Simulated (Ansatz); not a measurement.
Relaxed-ion elastic tensor of SrZrO$_{3}$ in space group P4mm (No. 99; Sr on 1b, Zr on 1a, O on 1a, O on 2c) in GPa (Voigt order), DFT-PBEsol in the program Ansatz with PAW potentials; density 5.32 g/cm³, 14.17 Å³ per atom.

```json
[
 {"": "1", "1": "283", "2": "82.4", "3": "94.1", "4": "0.0", "5": "0.0", "6": "0.0"},
 {"": "2", "1": "82.4", "2": "283", "3": "94.1", "4": "0.0", "5": "0.0", "6": "0.0"},
 {"": "3", "1": "94.1", "2": "94.1", "3": "210", "4": "0.0", "5": "0.0", "6": "0.0"},
 {"": "4", "1": "0.0", "2": "0.0", "3": "0.0", "4": "46.8", "5": "0.0", "6": "0.0"},
 {"": "5", "1": "0.0", "2": "0.0", "3": "0.0", "4": "0.0", "5": "46.8", "6": "0.0"},
 {"": "6", "1": "0.0", "2": "0.0", "3": "0.0", "4": "0.0", "5": "0.0", "6": "75.7"}
]
```

Question: Is the crystal mechanically stable?

Answer: Yes: the smallest eigenvalue of C is 46.8 GPa.

Question: Work out the Voigt, Reuss and Hill averages.

Answer: K_V = 146, K_R = 144, K_H = 145; G_V = 67.6, G_R = 61.9, G_H = 64.8 GPa.

Question: Give Young's modulus, Poisson's ratio, Pugh's ratio and the universal anisotropy index.

Answer: E = 9KG/(3K + G) = 169 GPa; ν = 0.31; K/G = 2.25 (ductile by the Pugh limit of 1.75); A_U = 5G_V/G_R + K_V/K_R − 6 = 0.48.

Question: Estimate the sound speeds and the Debye temperature.

Answer: v_l = √((K + 4G/3)/ρ) = 6600 m/s, v_t = √(G/ρ) = 3490 m/s, mean 3900 m/s; Θ = (h/k)(3n/4πV)^(1/3) v_m = 480 K.

Question: Solve the Christoffel equation for the three sound speeds along x, y, z.

Answer: Eigenvalues of C_ijkl n_j n_l equal ρv² (piezoelectric stiffening left out). In km/s, slowest first: x 2.97, 3.77, 7.30; y 2.97, 3.77, 7.30; z 2.97, 2.97, 6.29.

Question: How much does each axis shrink under pressure?

Answer: Linear compressibilities β_i = Σ_j S_ij (j = 1 to 3): x 2.0, y 2.0, z 3.0 per TPa.

The workflow started from a Materials Project entry (that database holds measured and hypothetical structures alike); the Crystallography Open Database copy checked does not list it. COD files the formula under space group No. 62, 63, 221, so this cell is another polymorph or a model. Whether it is the stable phase at ambient conditions was not checked. The cell was relaxed with PBEsol under the symmetry of its start. At this level the phase is dynamically unstable (imaginary phonons). The run is not spin-polarised.

Potentials: the later of the program's two PAW sets.
